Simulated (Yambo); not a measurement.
Cs2PdCl4 (space group P4/mmm, No. 123), G0W0@LDA in Yambo with this input:

```
rim_cut
gw0
dyson
el_el_corr
HF_and_locXC
ppa
em1d
RandQpts= 1000000
RandGvec= 1 Ry
EXXRLvcs= 82 Ry
VXCRLvcs= 328 Ry
Chimod= "HARTREE"
% BndsRnXp
 5 | 271 |
%
NGsBlkXp= 6 Ry
% LongDrXp
 1.0 | 1.0 | 1.0 |
%
PPAPntXp= 27.2114 eV
% GbndRnge
 1 | 271 |
%
GTermKind= "BG"
DysSolver= "n"
ExtendOut
```

On a 2×2×2 mesh, with wavefunctions cut at 82 Ry, the gap (M → M) is 4.154 eV and the valence edge shifts by -1.227 eV.

Question: What happens with this change: no random integration?

Answer: The gap falls by 0.043 eV, to 4.111 eV; the shift of the valence edge becomes -1.140 eV. Neither run is shown to be the converged limit.

Spin-orbit coupling is not included.

Geometry of the Materials Project entry, not relaxed at this level; primitive cell a = b = 7.509 Å, c = 4.673 Å, α = β = γ = 90.00°.

A shift is the quasiparticle energy of the state minus its LDA energy.
